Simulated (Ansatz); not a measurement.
A geometry of MoPt away from equilibrium: step 4 of the relaxation of a relaxed MoPt cell with every coordinate shifted by Gaussian noise of σ = 0.2 Å. Level of theory: PBEsol (plane waves to 420 eV, PAW, scalar-relativistic; Ansatz, an electronic-structure program). Γ-centred k-mesh 7×12×7 on the run's cell (coarser than for final values), Fermi–Dirac smearing 0.05 eV.

```yaml
crystal:
  lattice:
    - [4.48031, -0.00146, -0.00284]
    - [-0.00089, 2.73382, 0.00378]
    - [-0.00313, 0.00684, 4.94271]
  atoms:
    - { symbol: Mo, position: [0.25692, 0.96134, 0.15109] }
    - { symbol: Mo, position: [0.75703, 0.96081, 0.81823] }
    - { symbol: Pt, position: [0.25701, 0.46172, 0.64985] }
    - { symbol: Pt, position: [0.75703, 0.46045, 0.31956] }
```

Q: Give the Cartesian forces on all atoms (eV/Å).

A: 
```csv
atom,Fx,Fy,Fz
Mo1,0.00,0.00,-0.24
Mo2,0.00,0.00,0.24
Pt3,0.00,-0.01,-0.05
Pt4,0.00,0.01,0.04
```

Q: What is the pressure?

A: -5.0 GPa, compression positive.

Q: How far above the relaxed end point is this geometry?

A: 0.01 eV/atom; the path ends in Pmma (No. 51) (AFLOW prototype AB_oP4_51_e_f (B19, as in CdAu)).

No spin polarisation in the result.

The cell that was disturbed is our relaxation of an entry of Materials Project.
